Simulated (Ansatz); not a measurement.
Ag:
```
CELL_PARAMETERS angstrom
     -1.63299     1.63299     1.63299
      1.63299    -1.63299     1.63299
      1.63299     1.63299    -1.63299
ATOMIC_POSITIONS crystal
  Ag 0.00000 0.00000 0.00000
```

Relaxed with r²SCAN. Special points in fractions of this cell's reciprocal vectors: Γ (0.000, 0.000, 0.000); H (0.500, -0.500, 0.500); N (0.000, 0.000, 0.500); P (0.250, 0.250, 0.250).

List the band energies nearest the Fermi level at these points for r²SCAN in the plane-wave PAW code Ansatz.

In eV from the Fermi level; about four levels below and three above (degenerate sets whole), none deeper than 8.9 eV; … stands for higher levels left out; points with the same levels are listed once.

| k | below | above |
|---|---|---|
| Γ | -5.22 -5.22 -5.22 -3.92 -3.92 | … |
| H | -6.64 -6.64 -3.16 -3.16 -3.16 | … |
| N | -5.99 -3.97 -3.80 -2.91 | 0.04 4.13 … |
| P | -5.49 -5.49 -5.49 -3.78 -3.78 | 5.86 … |

Space group Im-3m (bcc (W type)). The workflow started from a Materials Project entry (that database holds measured and hypothetical structures alike); the Crystallography Open Database copy checked does not list it. It is not the phase usual at ambient conditions (space group No. 225). The cell keeps a stress of up to 0.2 GPa. The cell was relaxed with r²SCAN under the symmetry of its start. At this level the phase is mechanically unstable. No spin polarisation was allowed. Spin–orbit coupling is left out wherever it is not named.

Potentials: the earlier of the program's two PAW sets.
